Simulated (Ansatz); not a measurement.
According to r²SCAN (plane waves, PAW; program Ansatz), BiBN2 in the trigonal phase (P3m1; Bi on 1b, N on 1b, B on 1c, N on 1c) relaxes to a = 3.011 Å, c = 6.102 Å. Its formation energy from the elements is 0.67 eV/atom, with no fitted shifts.

Electronic character: metallic (no gap).

The bulk modulus is 92.3 GPa. Bader charges are Bi +1.17, N -1.67 to -1.53, B +2.03 e.

The start of the workflow was typed in or built on a structure type; neither database checked (COD, Materials Project) lists it. Its standing as an ambient phase is unchecked. Symmetry was held in the r²SCAN relaxation; its stability against distortions is not shown here. The volume moved by 16 % from the start of the relaxation. Its formation energy is positive at this level, so the cell may be metastable or incomplete. The references are the lowest solids computed at this level, not always the standard phases (solids in place of the gases). Scalar-relativistic: spin–orbit coupling is off unless named, which matters more the heavier the elements.

Potentials: the earlier of the program's two PAW sets.
